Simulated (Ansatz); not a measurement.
Se (trigonal-Se type, space group P3_121)

```
CELL_PARAMETERS angstrom
      4.52940     0.00000     0.00000
     -2.26470     3.92257     0.00000
      0.00000     0.00000     5.04244
ATOMIC_POSITIONS crystal
  Se 0.21841 0.00000 0.83333
  Se 0.00000 0.21841 0.16667
  Se 0.78159 0.78159 0.50000
```

The slice is a (0001) plane (indices of the conventional cell) through the point (0.782, 0.782, 0.500) (fractional), spanned by u = [110] and v = [1 -1 0] in vectors of this cell: u (4.53 Å) and v (7.85 Å, at 90° to u). It covers one period; positions are fractions (u, v).

The numbers are results of PBE (plane waves to 420 eV, PAW, scalar-relativistic; Ansatz, a first-principles code), not measurements. k mesh 9×9×7. Near the nuclei the fields are pseudised (PAW); where an atom keeps semicore shells as valence, they peak there. Se was relaxed with its symmetry unable to fall. The PAW data are Ansatz's earlier set.

**Question.** Sketch the electrostatic potential energy of an electron, from the cell's mean on this plane as a map.

**Answer.** 
```tsv
v \ u	0.00	0.14	0.29	0.43	0.57	0.71	0.86
0.92	x	x	1.4	3.7	4.4	2.6	x
0.83	1.4	2.5	3.3	3.9	4.5	4.3	2.9
0.75	4.4	4.4	4.2	4.3	4.4	4.3	4.2
0.67	4.3	4.5	3.8	2.0	1.7	3.0	3.6
0.58	4.2	4.0	-1.4	x	x	-2.6	3.0
0.50	4.3	3.5	x	x	x	x	2.7
0.42	4.2	4.0	-1.4	x	x	-2.6	3.0
0.33	4.3	4.5	3.8	2.0	1.7	3.0	3.6
0.25	4.4	4.4	4.2	4.3	4.4	4.3	4.2
0.17	1.4	2.5	3.3	3.9	4.5	4.3	2.9
0.08	x	x	1.4	3.7	4.4	2.6	x
0.00	x	x	-0.4	3.8	4.3	0.7	x
```

Values: electrostatic potential energy of an electron, from the cell's mean, in eV. Points within 1 Å of a nucleus are blanked (x), as the pseudised field means little there. Values under -4 eV are set to -4. The zero, the cell's mean, hangs on the PAW cores.
